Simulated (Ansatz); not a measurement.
## PbO2, one structure, two calculations

Cell: a COD entry, whose atoms a relaxation with PBE at fixed cell left in place.

Space group P4_2/mnm (No. 136); a = 4.9578, c = 3.3878 Å.

```
site  Wyckoff  site symmetry       x       y       z
  Pb       2a           m.mm  0.0000  0.0000  0.0000
   O       4f           m.2m  0.3067  0.3067  0.0000
```

One atom of each set is listed.

First run. Level of theory: DFT, PBE, plane waves and PAW, scalar-relativistic, 420 eV cutoff, Γ-centred 5×5×7 k-points, Fermi–Dirac smearing 0.02 eV (Ansatz 0.2.0).

```csv
site,V_zz (10²¹ V/m²),η
Pb,13.38,0.49
O,-12.65,0.20
```

Second run. The same atoms and settings, except that the functional is PBEsol.

(1) Given the first result, estimate the second.

## Answers

(1) 

```tsv
site	V_zz	η	change of V_zz
Pb	13.43	0.49	+0.05
O	-12.56	0.20	+0.09
```

The largest change of V_zz is on O, from -12.65 to -12.56. In per cent, |V_zz| changes by 0 on Pb, -1 on O (all sites that start above 0.5).

Spin–orbit coupling is left out, which shifts gradients on Pb by a few per cent in wide-gap crystals, and can shift them far more where the calculated gap is small or absent, as here.
For the first run: At this cell the PBE pressure is 9 GPa, so with PBE the cell would grow if it were relaxed. With a gap of 0.13 eV under a smearing of 0.02 eV the band edges are partly filled, so small gradients can hang on the smearing and the k-mesh.
For the second run: With a gap of 0.14 eV under a smearing of 0.02 eV the band edges are partly filled, so small gradients can hang on the smearing and the k-mesh.
